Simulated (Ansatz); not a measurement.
Relaxed-ion elastic tensor of ZnCdS$_{2}$ in space group P-4m2 (No. 115; Zn on 1d, Cd on 1b, S on 2g) in GPa (Voigt order), plane-wave PAW PBEsol (Ansatz code); density 4.61 g/cm³, 21.80 Å³ per atom.

|  | 1 | 2 | 3 | 4 | 5 | 6 |
|---|---|---|---|---|---|---|
| 1 | 108 | 37.6 | 60.2 | 0.0 | 0.0 | 0.0 |
| 2 | 37.6 | 108 | 60.2 | 0.0 | 0.0 | 0.0 |
| 3 | 60.2 | 60.2 | 92.2 | 0.0 | 0.0 | 0.0 |
| 4 | 0.0 | 0.0 | 0.0 | 34.1 | 0.0 | 0.0 |
| 5 | 0.0 | 0.0 | 0.0 | 0.0 | 34.1 | 0.0 |
| 6 | 0.0 | 0.0 | 0.0 | 0.0 | 0.0 | 14.1 |

**Question.** Is the crystal mechanically stable?

**Answer.** Yes: the smallest eigenvalue of C is 14.1 GPa.

**Question.** Work out the Voigt, Reuss and Hill averages.

**Answer.** K_V = 69.4, K_R = 69.3, K_H = 69.3; G_V = 26.5, G_R = 22.2, G_H = 24.3 GPa.

**Question.** Give Young's modulus, Poisson's ratio, Pugh's ratio and the universal anisotropy index.

**Answer.** E = 9KG/(3K + G) = 65.4 GPa; ν = 0.34; K/G = 2.85 (ductile by the Pugh limit of 1.75); A_U = 5G_V/G_R + K_V/K_R − 6 = 0.97.

**Question.** Estimate the sound speeds and the Debye temperature.

**Answer.** v_l = √((K + 4G/3)/ρ) = 4700 m/s, v_t = √(G/ρ) = 2300 m/s, mean 2580 m/s; Θ = (h/k)(3n/4πV)^(1/3) v_m = 275 K.

**Question.** Solve the Christoffel equation for the three sound speeds along x, y, z.

**Answer.** Eigenvalues of C_ijkl n_j n_l equal ρv² (piezoelectric stiffening left out). In km/s, slowest first: x 1.75, 2.72, 4.85; y 1.75, 2.72, 4.85; z 2.72, 2.72, 4.47.

**Question.** How much does each axis shrink under pressure?

**Answer.** Linear compressibilities β_i = Σ_j S_ij (j = 1 to 3): x 5.2, y 5.2, z 4.1 per TPa.

The first step of the workflow began from a Materials Project structure, measured or hypothetical; the Crystallography Open Database copy checked does not list it. Whether it is the stable phase at ambient conditions was not checked. The cell was relaxed with PBEsol under the symmetry of its start; of distortions, only those at the zone centre were tested.

Potentials: the later of the program's two PAW sets.
